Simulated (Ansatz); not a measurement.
Input, command and steps of an Ansatz relaxation.

```yaml
crystal:
  lattice:
    - [-1.9880754244, 1.9880754244, 3.2606481254]
    - [1.9880754244, -1.9880754244, 3.2606481254]
    - [1.9880754244, 1.9880754244, -3.2606481254]
  atoms:
    - { symbol: Zn, position: [0.593, 0.593, 0.0] }
    - { symbol: Zn, position: [0.407, 0.407, 0.0] }
    - { symbol: As, position: [0.0, 0.0, 0.0] }
basis:
  ecutwfc: 500
kpoints:
  mp_grid: { grid: [6, 6, 6] }
hamiltonian:
  xc: r2scan
scf:
  occupations: { method: gaussian, width: 0.1 }
  lower_state_search: "off"
output:
  forces: true
  stress: true
  eigenvalues: true
relax:
  adjacent_minimum: "off"
  f_tol: 0.04
  max_steps: 70
  cell: { stress_tol: 0.4 }
```

```bash
ansatz run input.yaml --threads 1 --pin off --max-ram 2560MiB --backend cpu --events-out ev --progress --plain --runs-dir out
```

Method: DFT r2SCAN, scalar-relativistic, plane waves, PAW (Ansatz).

Of 17 frames 10 are shown, positions in Å and forces in eV/Å; the SCF threshold varies from step to step. Steps run on the plane waves of an earlier cell, with a Pulay correction in the pressure. The basis is chosen afresh for the last frame, the zero of the energies, and at times for earlier ones too; energy and pressure step there, also at an unchanged geometry.

```xyz
3
Lattice="-1.9881 1.9881 3.2606 1.9881 -1.9881 3.2606 1.9881 1.9881 -3.2606" Properties=species:S:1:pos:R:3:forces:R:3 pbc="T T T" step=1 free_energy_over_end_meV_per_atom=8810.08 pressure_GPa=94.87
Zn    0.0000    0.0000    3.8671    0.0000    0.0000   78.3549
Zn    0.0000    0.0000    2.6542    0.0000    0.0000  -78.3549
As    0.0000    0.0000    0.0000    0.0000    0.0000    0.0000
3
Lattice="-1.9321 1.9321 3.4722 1.9321 -1.9321 3.4722 1.9321 1.9321 -3.4722" Properties=species:S:1:pos:R:3:forces:R:3 pbc="T T T" step=3 free_energy_over_end_meV_per_atom=652.01 pressure_GPa=20.97
Zn    0.0000    0.0000    4.3829    0.0000    0.0000   10.6672
Zn    0.0000    0.0000    2.5616    0.0000    0.0000  -10.6672
As    0.0000    0.0000    0.0000    0.0000    0.0000    0.0000
3
Lattice="-1.9961 1.9961 3.5518 1.9961 -1.9961 3.5518 1.9961 1.9961 -3.5518" Properties=species:S:1:pos:R:3:forces:R:3 pbc="T T T" step=5 free_energy_over_end_meV_per_atom=105.12 pressure_GPa=2.51
Zn    0.0000    0.0000    4.6142    0.0000    0.0000    2.1728
Zn    0.0000    0.0000    2.4893    0.0000    0.0000   -2.1728
As    0.0000    0.0000    0.0000    0.0000    0.0000    0.0000
3
Lattice="-1.9896 1.9896 3.6288 1.9896 -1.9896 3.6288 1.9896 1.9896 -3.6288" Properties=species:S:1:pos:R:3:forces:R:3 pbc="T T T" step=6 free_energy_over_end_meV_per_atom=44.04 pressure_GPa=-1.33
Zn    0.0000    0.0000    4.8129    0.0000    0.0000   -0.1363
Zn    0.0000    0.0000    2.4447    0.0000    0.0000    0.1363
As    0.0000    0.0000    0.0000    0.0000    0.0000    0.0000
3
Lattice="-1.9348 1.9348 3.6624 1.9348 -1.9348 3.6624 1.9348 1.9348 -3.6624" Properties=species:S:1:pos:R:3:forces:R:3 pbc="T T T" step=8 free_energy_over_end_meV_per_atom=25.26 pressure_GPa=0.35
Zn    0.0000    0.0000    4.8475    0.0000    0.0000   -0.0103
Zn    0.0000    0.0000    2.4773    0.0000    0.0000    0.0103
As    0.0000    0.0000    0.0000    0.0000    0.0000    0.0000
3
Lattice="-1.8828 1.8828 3.7663 1.8828 -1.8828 3.7663 1.8828 1.8828 -3.7663" Properties=species:S:1:pos:R:3:forces:R:3 pbc="T T T" step=10 free_energy_over_end_meV_per_atom=13.02 pressure_GPa=0.63
Zn    0.0000    0.0000    4.9747    0.0000    0.0000    0.0610
Zn    0.0000    0.0000    2.5578    0.0000    0.0000   -0.0610
As    0.0000    0.0000    0.0000    0.0000    0.0000    0.0000
3
Lattice="-1.8368 1.8368 3.9017 1.8368 -1.8368 3.9017 1.8368 1.8368 -3.9017" Properties=species:S:1:pos:R:3:forces:R:3 pbc="T T T" step=12 free_energy_over_end_meV_per_atom=4.63 pressure_GPa=0.04
Zn    0.0000    0.0000    5.1482    0.0000    0.0000    0.0362
Zn    0.0000    0.0000    2.6552    0.0000    0.0000   -0.0362
As    0.0000    0.0000    0.0000    0.0000    0.0000    0.0000
3
Lattice="-1.8368 1.8368 3.9017 1.8368 -1.8368 3.9017 1.8368 1.8368 -3.9017" Properties=species:S:1:pos:R:3:forces:R:3 pbc="T T T" step=13 free_energy_over_end_meV_per_atom=3.94 pressure_GPa=-2.07
Zn    0.0000    0.0000    5.1482    0.0000    0.0000    0.0336
Zn    0.0000    0.0000    2.6552    0.0000    0.0000   -0.0336
As    0.0000    0.0000    0.0000    0.0000    0.0000    0.0000
3
Lattice="-1.8090 1.8090 3.8700 1.8090 -1.8090 3.8700 1.8090 1.8090 -3.8700" Properties=species:S:1:pos:R:3:forces:R:3 pbc="T T T" step=15 free_energy_over_end_meV_per_atom=0.30 pressure_GPa=0.59
Zn    0.0000    0.0000    5.1202    0.0000    0.0000   -0.0608
Zn    0.0000    0.0000    2.6197    0.0000    0.0000    0.0608
As    0.0000    0.0000    0.0000    0.0000    0.0000    0.0000
3
Lattice="-1.8028 1.8028 3.9120 1.8028 -1.8028 3.9120 1.8028 1.8028 -3.9120" Properties=species:S:1:pos:R:3:forces:R:3 pbc="T T T" step=17 free_energy_over_end_meV_per_atom=0.00 pressure_GPa=0.09
Zn    0.0000    0.0000    5.1677    0.0000    0.0000    0.0020
Zn    0.0000    0.0000    2.6562    0.0000    0.0000   -0.0020
As    0.0000    0.0000    0.0000    0.0000    0.0000    0.0000
```

The start puts this composition into another compound's structure type, which needn't suit it. At the end the space group is I4/mmm (tolerance 0.05 Å).

The run took 120 s on 1 thread of Arm Neoverse V2 (shared host), peak memory 0.6 GiB.

The k mesh is coarse.